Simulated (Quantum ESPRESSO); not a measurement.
# One change at a time to Ag3GaIr2TiZr

Calculated results; nothing here was measured. They come from Quantum ESPRESSO 7.5, a public plane-wave density functional program. Each row is one single-point run on a made-up periodic cell of eight metal atoms, with elements, volume, strain and displacements drawn at random and not relaxed, so a cell may be unstable or far from any real phase. There is no spin polarisation or spin-orbit coupling.

Settings: PBE unless stated; PseudoDojo standard norm-conserving files; Fermi-Dirac width 0.25 eV, which means electrons at about 2900 K; cutoff 1143 eV; 8 x 6 x 2 k mesh shifted half a step off Gamma. E is the free energy of the whole cell (internal energy minus TS), so a -TS column is already part of it. Stress is positive in tension, and the pressure P is minus a third of its trace.

Checks: one run of this series was repeated at a higher cutoff and on a denser mesh, which moved values by no more than 0.017 eV, 0.10 GPa and 0.003 eV/Å, and a second program with other atomic files agreed on it to 2 % rms in force and 0.5 GPa in pressure. Known limits: heavy elements are run without spin-orbit coupling, which real alloys of them have; a spin test at this wide smearing found no moment, but such smearing suppresses magnetism that the real alloy may have.

The lattice is face-centred cubic, and the cell vectors in Å are (0.019, 2.107, 2.117); (-4.251, -0.010, -0.029); (0.039, -8.436, 8.473), a volume of 151.80 Å³ in run 1. The elements on sites 1 to 8 are Ir Ir Ga Ag Ag Zr Ti Ag. Each later run makes one change to run 1 and keeps the rest. E is counted from run 1, and is n/a where other atomic files have another zero of energy.

| run | change | V (Å³) | P (GPa) | -TS (eV) | rms force (eV/Å) | largest change of a force component (eV/Å) | E (eV) |
|---|---|---|---|---|---|---|---|
| 1 | none | 151.80 | -12.63 | -1.547 | 0.413 | 0.000 | 0.000 |
| 2 | sites 6 and 8 exchanged | 151.80 | -10.97 | -1.714 | 0.410 | 0.992 | 0.517 |
| 3 | all lengths scaled by -1.86 % | 143.48 | -7.66 | -1.452 | 0.429 | 0.117 | ? |
| 4 | LDA in place of PBE | 151.80 | -21.64 | -1.561 | 0.421 | 0.103 | n/a |
| 5 | Mo on site 4 | 151.80 | -15.42 | -1.753 | 0.492 | 0.857 | n/a |
| 6 | site 2 moved by -0.06 Å along x | 151.80 | -12.53 | -1.544 | 0.412 | 0.168 | 0.005 |

## Worked estimate

Along a uniform scaling dE = -P dV. The mean of the two pressures is -10.145 GPa and the volume changes by -8.32 Å³, with 160.2 GPa to one eV/Å³. The same two rows give -V dP/dV = 88 GPa for this cell with clamped atoms, which is not the bulk modulus of a real alloy.

## Withheld value

Question: what E should run 3 give?

The estimate is -0.527 eV. The calculation gave -0.533 eV. The mean of two end points misses the curvature of P, and the finite cutoff adds a little.
